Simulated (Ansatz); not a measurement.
A relaxed 1×1 slab of 5 planes, cut along (111) from a fcc crystal of one element, has a cell area of 7.10 Å² and a bulk spacing of 2.337 Å between its first planes. All-electron LAPW in Ansatz 0.2.0 (LDA, scalar-relativistic, no spin polarisation) gives γ = 1.15 J/m², Φ = 5.49 eV and a change of the outer spacing of +0.6 %. The fcc structure needn't be the element's own.

Task: Which element is it?

Result: Au. This is the case that was computed; others weren't tested.
